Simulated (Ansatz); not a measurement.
# Squeezing TiTe (rocksalt type)

```xyz
2
Lattice="0.0000 2.7559 2.7559 2.7559 0.0000 2.7559 2.7559 2.7559 0.0000" Properties=species:S:1:pos:R:3 pbc="T T T"
Ti    0.0000    0.0000    0.0000
Te    2.7559    2.7559    2.7559
```

The cell comes from a relaxation on PAW files under the same functional, begun from a prototype that needn't be the stable phase.

Its volume is scaled at fixed shape and fractional positions.

Level of theory: DFT with LDA, scalar-relativistic, in Ansatz 0.2.0; a Γ-centred 12×12×12 k mesh, Fermi–Dirac smearing of 0.05 eV, no spin polarisation. LAPW: all electrons, basis error target 1 meV/atom; PAW: frozen-core files, cutoff 420 eV; crystal datasets: all electrons, by PAW datasets that the program makes for each cell; norm-conserving: pseudopotentials, cutoff 1143 eV.

Energies are extrapolated to zero smearing and count from the unscaled cell; pressure is positive in compression; gaps take the mesh and a band path. No temperature or zero-point motion is included.

Spin–orbit coupling is left out, which matters for the heavy atoms. The PAW files were made under PBE. The structure type is held throughout; the real material can change phase at far lower pressure.

```csv
V/V0,V (Å³/atom),P LAPW (GPa),ΔE LAPW (eV/atom),P PAW − LAPW (GPa),ΔE PAW − LAPW (meV/atom)
1.00,20.93,0.02,0.000,-0.02,0.0
0.92,19.26,9.53,0.045,-0.03,-0.2
0.84,17.58,?,0.216,-0.05,-0.6
0.76,15.91,47.2,0.579,-0.09,-1.4
0.68,14.23,83.9,1.249,-0.15,-2.6
0.60,12.56,?,2.413,-0.28,-4.8
0.52,10.88,247.9,4.413,-0.60,-9.1
0.45,9.42,403.8,7.329,-1.42,-17.6
```

Q: What belongs in the row "0.60", column "P LAPW (GPa)"?

A: 144.3.

Q: What belongs in the row "0.84", column "P LAPW (GPa)"?

A: 24.2.

Q: Fit the Vinet equation to the LAPW pressures over the whole range, with residuals weighted by 1/(|P| + 0.03·Pmax).

A: V0 = 20.95 Å³/atom, B0 = 92.2 GPa and B0′ = 4.69, and the fit misses no point by more than 2.1 GPa. A fit over so wide a range pins B0 less well than one near rest.

Q: From the table, what is the rise of the enthalpy H = E + pV up to the last row, and how stiff is the crystal between the last two rows?

A: ΔH = 7.329 eV + (403.8 GPa × 9.42 Å³ − 0.02 GPa × 20.93 Å³) × 0.006242 eV/(GPa·Å³) = 31.06 eV/atom, of which pV makes 76 %. The mean bulk modulus there is −ΔP/Δln V = 1080 GPa.

Q: At the smallest volume, how far do crystal datasets and norm-conserving lie from LAPW in pressure?

A: crystal datasets: 0.00 GPa; norm-conserving: -4.76 GPa, on a LAPW pressure of 403.8 GPa.

Q: How do the Löwdin populations by LAPW change from the unscaled cell to the last row?

A: Ti 3s 1.98 → 1.88, Ti 4s 0.49 → 0.43, Ti 3p 5.99 → 5.93, Ti 3d 3.21 → 4.68, Te 4s 1.99 → 1.95, Te 5s 1.70 → 1.35, Te 5p 4.48 → 3.56 electrons an atom. These are projections on the shells that the free atoms fill; 0.17 e a cell lies outside them at the start and 0.27 e at the end.
